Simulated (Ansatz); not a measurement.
According to plane-wave PAW LDA (Ansatz code), Si$_{2}$Ni in the fluorite or antifluorite type structure (Fm-3m) relaxes to a = 5.348 Å. Ni has 8 nearest neighbours from 2.32 Å (cubic). Its formation energy from the elements is -0.47 eV/atom, with no fitted shifts.

Electronic character: metallic (no gap).

An equation-of-state fit gives a bulk modulus of 166 GPa. The relaxed-ion elastic constants in GPa are C11 = 208, C12 = 147, C44 = 84.0. The elastic constants imply a Debye temperature near 480 K. The highest mode at Γ lies at 333 cm⁻¹.

The cell was relaxed with LDA under the symmetry of its start. No spin polarisation was allowed. As this level gives no gap, shear constants depend on the k-mesh and smearing (Fermi–Dirac, 0.1 eV here). As this level gives no gap, phonon frequencies hold no LO–TO term and depend on the k-mesh and smearing (Fermi–Dirac, 0.1 eV here). The references are the lowest solids computed at this level, not always the standard phases.

Potentials: the earlier of the program's two PAW sets. The files were generated under PBE; for other functionals the program regenerates the frozen cores, and for LDA and PBEsol the local potential too.
